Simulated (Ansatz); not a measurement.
PtRhN₂:
Space group R-3m, hexagonal axes (No. 166); a = b = 2.942 Å, c = 18.644 Å, α = β = 90.00°, γ = 120.00°

```json
[
 {"atom": "Rh", "site": "3b", "symmetry": "-3m", "x": "0.0000", "y": "0.0000", "z": "0.5000"},
 {"atom": "Pt", "site": "3a", "symmetry": "-3m", "x": "0.0000", "y": "0.0000", "z": "0.0000"},
 {"atom": "N", "site": "6c", "symmetry": "3m", "x": "0.0000", "y": "0.0000", "z": "0.1045"}
]
```
(The calculation used a cell of 4 atoms; values per cell refer to that cell.)

Relaxed at zero pressure with DFT-PBE in the program Ansatz with PAW potentials.

Problem. The volume is lowered by 3 % and shape and atoms relax at that volume. What pressure results, and how do the axes share the change?

Solution. 7.0 GPa; a -1.4 %, b -1.4 %, c -0.2 %; the energy rises by 7 meV/atom.

Problem. Give the new structure.

Solution. 
Space group R-3m, hexagonal axes (No. 166); a = b = 2.8995 Å, c = 18.6144 Å, α = β = 90.00°, γ = 120.00°

```csv
atom,site,symmetry,x,y,z
Rh,3b,-3m,0.0000,0.0000,0.5000
Pt,3a,-3m,0.0000,0.0000,0.0000
N,6c,3m,0.0000,0.0000,0.1041
```

The phase is kept; no other phase was compared at this pressure.

The start of the workflow was typed in or built on a structure type; neither database checked (COD, Materials Project) lists it. Its standing as an ambient phase is unchecked. The PBE relaxation kept the symmetry of its start; whether a distortion lowers the energy is not shown. The workflow began spin-polarised and lost its moments. Its formation energy is positive at this level, so the cell may be metastable or incomplete. Scalar-relativistic: spin–orbit coupling is off unless named, which matters more the heavier the elements.

Potentials: the earlier of the program's two PAW sets.
